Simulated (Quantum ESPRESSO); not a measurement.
Simulation results for AlGa3N3O (made-up cell)

Calculation on a made-up crystal cell, not a measurement: periodic Kohn-Sham density functional theory in plane waves with PseudoDojo standard norm-conserving scalar-relativistic pseudopotentials, each functional with its own files (v0.5 for PBE, v0.4.1 for LDA and PBEsol), no spin polarisation, no spin-orbit coupling, atoms not relaxed, stress positive in tension, energies less a fixed whole-eV offset for each atom's element; levels are Kohn-Sham levels at fractions of this cell's reciprocal vectors, counted from the reference band (half the neutral cell's valence electrons, rounded up) at Gamma; error bars cover cutoff and k-mesh only, not smearing or the files; added strain carries the atoms with the cell, and shear is the tensor component; each bar is the largest change over components, and at least 0.002 eV, 0.002 eV per angstrom or 0.02 GPa; energies are for the whole cell, and the offsets were chosen from early runs and are not element reference energies. Program: Quantum ESPRESSO 7.5.

### AlGa3N3O (made-up cell)

```cif
# cell vector a (Å): 3.1694 0.0000 0.0000
# cell vector b (Å): 0.0000 5.4895 0.0000
# cell vector c (Å): 0.0000 0.0000 5.1756
data_AlGa3N3O
_symmetry_space_group_name_H-M 'P 1'
_symmetry_Int_Tables_number 1
_cell_length_a 3.1694
_cell_length_b 5.4895
_cell_length_c 5.1756
_cell_angle_alpha 90.000
_cell_angle_beta 90.000
_cell_angle_gamma 90.000
_cell_volume 90.05
loop_
_atom_site_label
_atom_site_type_symbol
_atom_site_fract_x
_atom_site_fract_y
_atom_site_fract_z
_atom_site_occupancy
Ga1 Ga 0.99208 0.00889 0.00765 1
Ga2 Ga 0.48631 0.51072 0.00157 1
Ga3 Ga 0.49401 0.17053 0.49424 1
Al1 Al 0.01098 0.66412 0.49455 1
N1 N 0.00442 0.00488 0.36456 1
O1 O 0.50975 0.50010 0.38353 1
N2 N 0.46526 0.16094 0.87572 1
N3 N 0.00057 0.65403 0.87818 1
```

Here we set lattice type wurtzite, functional pbe, cutoff 1143 eV, fermi dirac smearing 0.1 eV, scf tolerance 1e-07 eV, electrons removed 0 and k mesh 8 x 6 x 6, shifted by half a step.

Atoms:
```
atoms element  atom site
           Ga          1
           Ga          2
           Ga          3
           Al          4
            N          5
            O          6
            N          7
            N          8
```

Q: Estimate the pressure of AlGa3N3O (made-up cell).
A: 12.82 GPa

Q: Give the table of levels values for AlGa3N3O (made-up cell).
A: 
Levels:
```
level k point  next band up (eV)
        Gamma              3.086
(1/2,1/2,1/2)              3.065
   (0.15,0,0)              3.728
   (0,0.15,0)              3.349
   (0,0,0.15)              2.908
```

Further results for AlGa3N3O (made-up cell):

| Property | Result |
| --- | --- |
| stress xx | -14.6 GPa |
| stress yy | -9.449 GPa |
| stress zz | -14.4 GPa |
| stress yz | 2.736 GPa |
| stress xz | -0.2832 GPa |
| stress xy | -1.246 GPa |
| fermi level | 2.588 eV |
| reference band | 32 |
| error bar stress | 0.02 GPa |
| error bar force | 0.01287 eV/Å |
| error bar next band up | 0.002 eV |
| error bar fermi level | 0.02844 eV |
| error bars from | tighter rerun of this cell |

Forces:
```
site  x (eV/Å)  y (eV/Å)  z (eV/Å)
   1    -1.225   -0.9361    -1.586
   2    0.8415    -1.385   -0.9737
   3    0.3164    -1.664     1.208
   4   -0.1672     1.099    0.9069
   5   -0.4686    -1.248     1.862
   6    0.0338     1.653     0.489
   7     1.613    0.8933   -0.3348
   8   -0.9436     1.588    -1.571
```
